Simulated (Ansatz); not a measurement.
TiPd:
```
CELL_PARAMETERS angstrom
      3.13284     0.00000     0.00000
      0.00000     3.13284     0.00000
      0.00000     0.00000     3.13284
ATOMIC_POSITIONS crystal
  Ti 0.50000 0.50000 0.50000
  Pd 0.00000 0.00000 0.00000
```

Relaxed with PBEsol. Special points in fractions of this cell's reciprocal vectors: Γ (0.000, 0.000, 0.000); X (0.000, 0.500, 0.000); M (0.500, 0.500, 0.000); R (0.500, 0.500, 0.500).

Problem. List the band energies nearest the Fermi level at these points for PBEsol with spin–orbit coupling in the plane-wave PAW code Ansatz.

Solution. In eV from the Fermi level; about four levels below and three above (degenerate sets whole), none deeper than 8.9 eV; points with the same levels are listed once.

```csv
k,below,above
Γ,-3.20 -3.20 -3.20 -3.20 -2.94 -2.94,0.50 0.50 0.50 0.50
X,-0.94 -0.94 -0.49 -0.49,0.35 0.35 0.41 0.41
M,-1.95 -1.95 -0.71 -0.71,0.39 0.39 0.58 0.58
R,-1.73 -1.73 -1.73 -1.73,2.47 2.47 2.47 2.47
```

Space group Pm-3m (CsCl type). The workflow started from an entry of the Crystallography Open Database (COD). Its standing as an ambient phase is unchecked. The PBEsol relaxation kept the symmetry of its start. At this level the phase is mechanically unstable. The run is not spin-polarised.

Potentials: the later of the program's two PAW sets.
